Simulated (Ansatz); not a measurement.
Input and command of a calculation in Ansatz (plane waves; scalar-relativistic PAW potentials unless the input names others):

```yaml
crystal:
  lattice:
    - [3.292487799, 0.0, 0.0]
    - [0.0, 3.292487799, 0.0]
    - [0.0, 0.0, 3.2506298598]
  atoms:
    - { symbol: Xx, position: [0.0, 0.0, 0.8832360291] }
    - { symbol: B, position: [0.5, 0.5, 0.652415396] }
    - { symbol: C, position: [0.5, 0.5, 0.1419515018] }
    - { symbol: C, position: [0.0, 0.5, 0.3911985365] }
    - { symbol: C, position: [0.5, 0.0, 0.3911985365] }
basis:
  ecutwfc: 420
kpoints:
  mp_grid: { grid: [12, 12, 12] }
hamiltonian:
  xc: pbe
scf:
  occupations: { method: gaussian, width: 0.1 }
  max_iter: 100
output:
  forces: true
  eigenvalues: true
  stress: true
```

```bash
ansatz run input.yaml --threads 1 --pin off --max-ram 2560MiB --backend cpu --events-out ev --progress --plain --runs-dir out
```

Problem. Will this input run?

Solution. The program refuses it, because of an unknown element (crystal.atoms[0].symbol: "Li" → "Xx"). With the sound run's settings it is accepted.

Abridged log:
```
Error: YAML parse error: error: line 7 column 17: `Xx` is not an element symbol (H … Og, case-exact)
 --> <input>:7:17
  |
5 |     - [0.0, 0.0, 3.2506298598]
6 |   atoms:
7 |     - { symbol: Xx, position: [0.0, 0.0, 0.8832360291] }
  |                 ^ `Xx` is not an element symbol (H … Og, case-exact)
8 |     - { symbol: B, position: [0.5, 0.5, 0.652415396] }
9 |     - { symbol: C, position: [0.5, 0.5, 0.1419515018] }
  |
```